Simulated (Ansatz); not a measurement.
# From the elastic tensor of VPt at 10 GPa (stress–strain coefficients) to moduli and sound speeds

These are results of DFT LDA, scalar-relativistic, plane waves, PAW (Ansatz), not measurements. Settings: 420 eV plane-wave cutoff, Γ-centred 16×16×12 mesh, Fermi-Dirac smearing of 0.15 eV. No spin polarisation.

It takes space group P4/mmm (No. 123, tetragonal). Conventional cell: a = 2.627 Å, b = 2.627 Å, c = 3.787 Å, α = 90.00°, β = 90.00°, γ = 90.00°. V (site symmetry 4/mmm) is surrounded by 4 V at 2.63 Å and 8 Pt at 2.65 Å. Pt (site symmetry 4/mmm) has 4 Pt at 2.63 Å and 8 V at 2.65 Å as nearest neighbours.

In a metal, frequencies and elastic constants depend on the k mesh and the smearing, soft modes and shear constants most. Spin–orbit coupling is left out, which can shift energies with elements as heavy as these. Other phases may be more stable at this pressure.

Relaxed-ion constants (GPa, on the Cartesian axes of the calculation):
```
673.3 106.0 219.1   0.0   0.0   0.0
106.0 673.3 219.1   0.0   0.0   0.0
219.1 219.1 529.6   0.0   0.0   0.0
  0.0   0.0   0.0 207.5   0.0   0.0
  0.0   0.0   0.0   0.0 207.5   0.0
  0.0   0.0   0.0   0.0   0.0  87.8
```

Density 15.634 g/cm³; 2 atoms in 26.13 Å³.

The values that follow are for a polycrystal of randomly turned grains, by Hill's mean where one number stands.

With S = C⁻¹: B_V = (C11+C22+C33+2(C12+C13+C23))/9, G_V = (C11+C22+C33−C12−C13−C23+3(C44+C55+C66))/15, 1/B_R = S11+S22+S33+2(S12+S13+S23), 15/G_R = 4(S11+S22+S33−S12−S13−S23)+3(S44+S55+S66); Hill is their mean. Then v_l = √((B+4G/3)/ρ), v_t = √(G/ρ), v_m = [(2/v_t³+1/v_l³)/3]^(−1/3) and Θ = (ħ/k_B)·v_m·(6π²n/V)^(1/3) for n atoms in the volume V; E = 9BG/(3B+G), ν = (3B−2G)/(2(3B+G)) and A^U = 5G_V/G_R + B_V/B_R − 6.

- Bulk modulus, Voigt / Reuss / Hill: 329.4 / 329.2 / 329.3 GPa
- Shear modulus, Voigt / Reuss / Hill: 189.4 / 162.4 / 175.9 GPa
- Young's modulus: 448 GPa
- Poisson ratio: 0.273
- Pugh ratio B/G: 1.87
- Universal anisotropy index: 0.83
- Longitudinal and transverse sound speeds: 6005 and 3354 m/s
- Debye temperature from the mean sound speed: 472 K

Cost: 1 run of about 4.4 core-minutes, on Arm Neoverse V1 (shared hosts).